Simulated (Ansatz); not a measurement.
**Gd on a Cd site in YbCdNi4**

All numbers are calculated (r2SCAN, collinear spin, no spin-orbit coupling; Ansatz, PAW set soft_2, 500 eV, k-mesh 3×3×3), not measured.

The relaxed host crystal (no gap at this level of theory):

```
Cd Ni Yb
1.0
     0.00000    3.46864    3.46864
     3.46864    0.00000    3.46864
     3.46864    3.46864    0.00000
Cd Ni Yb
1 4 1
Direct
  0.00000 0.00000 0.00000
  0.37430 0.37430 0.37430
  0.37430 0.37430 0.87711
  0.37430 0.87711 0.37430
  0.87711 0.37430 0.37430
  0.75000 0.75000 0.75000
```

Supercell of 24 atoms, rows of the matrix [[-1,1,1],[-1,1,-1],[-1,-1,1]] times the cell vectors; Gd on a Cd site at (0.000, 0.000, 0.000) in fractions of the cell above. Atoms are relaxed at the host's cell. The cell loses 1 of its 4 Cd, so this is a heavily doped crystal.

How does the lattice relax around the defect?

Distances from the Gd atom (Å), by shell of the perfect crystal:

```csv
shell,perfect crystal,"relaxed, charge 0"
12 Ni,2.87,2.89
4 Yb,3.00,3.06
```

| charge | moment of the cell (μB) | moment on Gd (μB) | 4f electrons on Gd | gap of the cell on the mesh (eV) |
| --- | --- | --- | --- | --- |
| 0 | 12.29 | 6.98 | 7.1 | 0.00 |

At charge 0 the moment on Gd would suit Gd3+, but the cell's moment of 12.3 μB shows that further unpaired electrons or holes are there (moments: 1 Gd of 6.98, 16 Ni of 0.30, 4 Yb of 0.28).

Formation energy of the neutral defect: -0.60 eV, taking atoms from and to the elements' standard states (no corrections for gases), so it belongs to those chemical potentials alone.

A negative value doesn't mean that the atoms enter by themselves: with the elements as reservoirs, compounds of them would form first.

Caveats: 4f shell without a U, which puts 4f levels too near the Fermi level; Gd without a U keeps its half-filled shell, but its 4f levels lie too near the Fermi level; open f or d shells may hold a state above the lowest; small supercell, so energies and levels can be off by tenths of an eV; the atoms kept the symmetry of the start, so a distorted state could lie lower.
